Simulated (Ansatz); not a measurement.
Mg3Sb2:
```cif
data_Mg3Sb2
_chemical_formula_sum 'Sb2 Mg3'
_space_group_name_H-M_alt 'P 1'
_space_group_IT_number 1
_cell_length_a 4.55164
_cell_length_b 4.55164
_cell_length_c 7.17682
_cell_angle_alpha 90.000
_cell_angle_beta 90.000
_cell_angle_gamma 120.000
loop_
_space_group_symop_operation_xyz
  'x, y, z'
loop_
_atom_site_label
_atom_site_type_symbol
_atom_site_fract_x
_atom_site_fract_y
_atom_site_fract_z
_atom_site_occupancy
Sb1 Sb 0.33333 0.66667 0.22417 1
Sb2 Sb 0.66667 0.33333 0.77583 1
Mg1 Mg 0.00000 0.00000 0.00000 1
Mg2 Mg 0.33333 0.66667 0.63265 1
Mg3 Mg 0.66667 0.33333 0.36735 1
```

Relaxed with PBEsol.

Q: Which orbitals make up the states near the band edges in PBEsol in the plane-wave PAW code Ansatz?

A: Top 1 eV of the valence band: Sb 5p 93 %, outside the projected shells 5 %. Bottom 1 eV of the conduction band: Mg 3s 57 %, Sb 5p 16 %, outside the projected shells 24 %. Projections are on Löwdin-orthogonalised atomic valence shells; empty p or d shells of many metals are not among them.

Q: Tabulate the density of states.

A: States/eV per cell of 5 atoms, in 0.25 eV bins, energy from the valence-band maximum.

```csv
E (eV),total,Sb 5p,Mg 3s,Sb 5s
-7.85,0.00,0.00,0.00,0.00
-7.60,0.00,0.00,0.00,0.00
-7.35,0.00,0.00,0.00,0.00
-7.10,0.00,0.00,0.00,0.00
-6.85,0.00,0.00,0.00,0.00
-6.60,0.00,0.00,0.00,0.00
-6.35,0.00,0.00,0.00,0.00
-6.10,0.00,0.00,0.00,0.00
-5.85,0.00,0.00,0.00,0.00
-5.60,0.00,0.00,0.00,0.00
-5.35,0.00,0.00,0.00,0.00
-5.10,0.05,0.03,0.02,0.00
-4.85,1.35,0.88,0.44,0.03
-4.60,2.90,1.95,0.84,0.08
-4.35,3.91,2.71,0.98,0.16
-4.10,2.21,1.54,0.48,0.16
-3.85,2.58,1.84,0.52,0.18
-3.60,1.58,1.10,0.31,0.13
-3.35,2.38,1.74,0.43,0.14
-3.10,2.04,1.57,0.30,0.10
-2.85,2.48,1.97,0.30,0.10
-2.60,2.56,2.09,0.27,0.08
-2.35,2.87,2.42,0.22,0.07
-2.10,3.18,2.71,0.22,0.06
-1.85,3.17,2.70,0.21,0.05
-1.60,3.31,2.88,0.17,0.04
-1.35,3.82,3.38,0.16,0.04
-1.10,3.94,3.57,0.10,0.03
-0.85,2.07,1.91,0.03,0.01
-0.60,1.16,1.09,0.01,0.01
-0.35,0.36,0.34,0.00,0.00
-0.10,0.06,0.05,0.00,0.00
0.15,0.03,0.00,0.02,0.00
0.40,0.55,0.07,0.36,0.02
0.65,1.25,0.20,0.74,0.04
0.90,1.50,0.25,0.81,0.04
1.15,1.46,0.22,0.71,0.04
1.40,2.27,0.29,0.87,0.07
1.65,2.55,0.30,0.85,0.10
1.90,2.22,0.27,0.61,0.10
2.15,2.96,0.38,0.82,0.14
2.40,2.83,0.35,0.70,0.07
2.65,4.09,0.52,0.88,0.11
2.90,3.27,0.38,0.58,0.06
3.15,3.91,0.38,0.56,0.05
3.40,3.06,0.33,0.45,0.04
3.65,3.05,0.33,0.44,0.04
3.90,3.73,0.37,0.47,0.05
4.15,3.31,0.29,0.37,0.04
4.40,2.64,0.23,0.31,0.03
4.65,3.08,0.27,0.35,0.03
4.90,3.45,0.29,0.41,0.03
```

Space group P-3m1 (La2O3 or Ni2Al3 type). The PBEsol relaxation kept the symmetry of its start. Scalar-relativistic: spin–orbit coupling is off unless named, which matters more the heavier the elements.

Potentials: the later of the program's two PAW sets.
